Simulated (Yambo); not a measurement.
Quantum ESPRESSO input (LDA, PseudoDojo standard norm-conserving files, scalar-relativistic) whose wavefunctions are converted with p2y:

```
&CONTROL
  calculation = 'nscf'
  pseudo_dir = './pseudo'
  outdir = './out'
/
&SYSTEM
  ibrav = 0
  nat = 2
  ntyp = 2
  ecutwfc = 76.0
  ecutrho = 304.0
  occupations = 'fixed'
  force_symmorphic = .true.
  nbnd = 87
/
&ELECTRONS
  conv_thr = 2e-09
  diago_full_acc = .true.
  diago_thr_init = 1e-08
/
ATOMIC_SPECIES
B 10.8100 B.upf
P 30.9738 P.upf
CELL_PARAMETERS angstrom
  0.000000000000   2.243509111000   2.243509111000
  2.243509111000   0.000000000000   2.243509111000
  2.243509111000   2.243509111000   0.000000000000
ATOMIC_POSITIONS crystal
B   0.000000000000   0.000000000000   0.000000000000
P   0.750000000000   0.750000000000   0.750000000000
K_POINTS automatic
4 4 4 0 0 0
```

Yambo's initialisation report on symmetry, reciprocal space, the k grid and the gaps on this mesh:

```
  [02.02] Symmetries
  ==================

  Inversion symmetry    : yes
  Spatial inversion     : no
  Inversion index       :  25
  K-space Time-reversal : yes
  Magnetic symmetries   : no
  Time-reversal derived K-space symmetries:   25   48
  Group table correct   : yes
  Symmetries units      :  [cc]

  [02.03] Reciprocal space
  ========================

  nG shells         :  186
  nG charge         :  13635
  nG WFs            :  2187
  nC WFs            :  1724
  G-vecs. in first 18 shells:  [ Number ]
     1    9   15   27   51   59   65   89  113
    137   169   181   229   259   283   307   331   339
  ...
  Shell energy in first 18 shells:  [ mHa ]
    0.00000      823.640      1098.19      2196.37      3020.01      3294.56      4392.75      5216.39      5490.94
    6589.12      7412.76      8785.50      9609.14      9883.68      10981.9      11805.5      12080.1      13178.2
  ...

  [02.04] K-grid lattice
  ======================

  Compatible Grid is   : 3D
  Base K vectors       :  K_min[ 1 ]  K_min[ 2 ]  K_min[ 3 ]
  K_min[ 1 ] : -0.250000  0.000000  0.000000 [rlu]
  K_min[ 2 ] :  0.000000  0.250000  0.000000 [rlu]
  K_min[ 3 ] :  0.000000  0.000000 -0.250000 [rlu]
  Grid dimensions      :   4   4   4
  K lattice UC volume  :  0.025430 [a.u.]

  IBZ K-points                                      :   8
  BZ  K-points                                      :   64

  K/Q-points units:
  rlu = crystal or reduced units; cc = cartesian coordinates; iku = interal k-units

  K [1]          [rlu]:  0.000000  0.000000  0.000000
         WF components:  1687
  K [2]          [rlu]:  0.000000  0.000000  0.250000
         WF components:  1700
  K [3]          [rlu]:  0.000000  0.000000 -0.500000
         WF components:  1694
  K [4]          [rlu]:  0.000000  0.250000  0.250000
         WF components:  1716
  K [5]          [rlu]:  0.000000  0.250000 -0.500000
         WF components:  1703
  K [6]          [rlu]:  0.000000  0.250000 -0.250000
         WF components:  1696
  K [7]          [rlu]:  0.000000 -0.500000 -0.500000
         WF components:  1724
  K [8]          [rlu]:  0.250000 -0.500000 -0.250000
         WF components:  1708

  [02.05] Energies & Occupations
  ==============================

  [X] === General ===
  [X] Electronic Temperature                        :  0.000000  0.000000 [eV K]
  [X] Bosonic    Temperature                        :  0.000000  0.000000 [eV K]
  [X] Finite Temperature mode                       : no
  [X] El. density                                   :  0.35422E+24 [cm-3]
  [X] Fermi Level                                   :  9.484379 [eV]

  [X] === Gaps and Widths ===
  [X] Conduction Band Min                           :  1.258598 [eV]
  [X] Valence Band Max                              :  0.000000 [eV]
  [X] Filled Bands                                  :   4
  [X] Empty Bands                                   :    5   87
  [X] Direct Gap                                    :  3.442035 [eV]
  [X] Direct Gap localized at k                     :  1
  [X] Indirect Gap                                  :  1.258598 [eV]
  [X] Indirect Gap between kpts                     :   1   7
  [X] Last valence band width                       :  5.681320 [eV]
  [X] 1st conduction band width                     :  3.986347 [eV]
```
The gaps are LDA values on this mesh alone; only operations without fractional translations are kept.

Geometry relaxed with LDA.
